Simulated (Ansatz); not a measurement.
## Notes on BeAu

```
CELL_PARAMETERS angstrom
4.70450 0.00000 0.00000
0.00000 4.70450 0.00000
0.00000 0.00000 4.70450
ATOMIC_POSITIONS crystal
Au 0.15000 0.15000 0.15000
Au 0.35000 0.85000 0.65000
Au 0.65000 0.35000 0.85000
Au 0.85000 0.65000 0.35000
Be 0.84400 0.84400 0.84400
Be 0.65600 0.15600 0.34400
Be 0.34400 0.65600 0.15600
Be 0.15600 0.34400 0.65600
```

Method: r2SCAN, no spin polarisation; PAW, plane waves to 500 eV, 7×7×7 Γ-centred mesh, fermi-dirac occupations (width 0.1 eV) (Ansatz 0.2.0), atoms fixed.

Is the cell too large or too small?

The pressure is -1.6 GPa (compression positive), so with the atoms held at these fractions the cell would first shrink.

Is it stable against the elements?

-0.13 eV an atom against the elements' usual phases (free molecules for gases, crystals otherwise, with no correction for O₂ or N₂), so it is bound against them; other compounds may still compete. Relaxing would lower it.

Is there a gap?

It is a metal, with about 1.4 states/eV a cell as the mean within 0.25 eV of the Fermi level.

Which atom feels the largest force, and which way?

The largest is on Au1 (and as large on other atoms): 0.07 eV/Å, components (0.04, 0.04, 0.04). It makes 180° with the line to a nearest neighbour, Be5 at 2.49 Å, pointing away from it.

Give the Bader charges.

Bader charges in e: Be +1.57, Au -1.57. In the mean Be gives up most and Au takes most.

Origin: a database entry at a rescaled volume.
